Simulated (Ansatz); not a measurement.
Al3GaN4: moving Al off its site

Al3GaN4, Pm, a = 5.038 Å, b = 3.125 Å, c = 5.410 Å, β = 90.0°. The structure is a Materials Project entry; whether it is the stable form wasn't checked. Ansatz: r2SCAN, PAW, 500 eV, Γ-centred 6×8×4 mesh on 8 atoms, Gaussian smearing 0.05 eV; no spin polarisation.

```
Al Ga N
1.0
     5.03808    0.00000    0.00006
     0.00000    3.12495    0.00000
    -0.00329    0.00000    5.41039
Al Ga N
3 1 4
Direct
  0.50022 0.50000 0.16726
  0.00067 0.50000 0.83490
  0.00100 0.00000 0.33164
  0.49949 0.00000 0.66620
  0.11071 0.00000 0.66632
  0.12268 0.50000 0.16713
  0.62541 0.50000 0.84068
  0.62341 0.00000 0.32586
```

Atom 1 (Al) moves by x along the unit vector (-0.814, 0.000, -0.582), with its periodic images; all else is held. y is the free energy of the cell over the start, F the force along the path summed over the moved atoms.

```tsv
x (Å)	y (meV)	F (eV/Å)
-0.200	395.7	3.77
-0.150	227.6	2.94
-0.100	103.3	2.02
-0.050	26.3	1.04
0.000	0.0	0.00
0.050	27.8	-1.12
0.100	?	?
0.150	258.9	-3.55
0.175	355.7	-4.20
0.200	469.2	-4.88
```

Question: Fit y = c2 x² + c3 x³ + c4 x⁴ to the energies of the other rows, give the force constant, and predict energy and force of the missing row.

Answer: Least squares on the rows shown. y = 10805 x² + 4601.2 x³ + 168.93 x⁴. The force constant is 2 c2 = 21.6 eV/Å² (for all images moving together, not for a lone atom). The force −dy/dx at the missing row is -2.30 eV/Å (computed -2.30). At x = 0.100 the fit asked for gives 112.7 meV. The run gave 112.9 meV, so the fit is 0.2 meV too low, within twice the rms miss on the fitted rows (0.1 meV).